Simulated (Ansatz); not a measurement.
Te₂Mo:
```yaml
crystal:
  lattice:
    - [3.54639, 0.00000, 0.00000]
    - [-1.77319, 3.07126, 0.00000]
    - [0.00000, 0.00000, 14.25638]
  atoms:
    - { symbol: Mo, position: [0.33333, 0.66667, 0.25000] }
    - { symbol: Mo, position: [0.66667, 0.33333, 0.75000] }
    - { symbol: Te, position: [0.33333, 0.66667, 0.62430] }
    - { symbol: Te, position: [0.66667, 0.33333, 0.12430] }
    - { symbol: Te, position: [0.66667, 0.33333, 0.37570] }
    - { symbol: Te, position: [0.33333, 0.66667, 0.87570] }
```

Relaxed with r²SCAN+D4. Special points in fractions of this cell's reciprocal vectors: Γ (0.000, 0.000, 0.000); M (0.500, 0.000, 0.000); K (0.333, 0.333, 0.000); A (0.000, 0.000, 0.500); L (0.500, 0.000, 0.500); H (0.333, 0.333, 0.500).

Q: List the band energies nearest the valence-band maximum at these points for the program Ansatz at the r²SCAN+D4 with spin–orbit coupling level (PAW).

A: In eV from the valence-band maximum; about four levels below and three above (degenerate sets whole), none deeper than 8.9 eV; points with the same levels are listed once.

```csv
k,below,above
Γ,-0.58 -0.58 0.00 0.00,2.65 2.65 2.75 2.75
M,-0.68 -0.68 -0.49 -0.49,1.29 1.29 1.34 1.34
K,-0.31 -0.31 -0.03 -0.03,0.97 0.97 1.01 1.01
A,-0.13 -0.13 -0.13 -0.13,2.68 2.68 2.68 2.68
L,-0.59 -0.59 -0.59 -0.59,1.32 1.32 1.32 1.32
H,-0.29 -0.29 -0.07 -0.07,0.98 0.98 1.01 1.01
```

Space group P6_3/mmc. Symmetry was held in the r²SCAN+D4 relaxation. The run is not spin-polarised.

Potentials: the later of the program's two PAW sets.
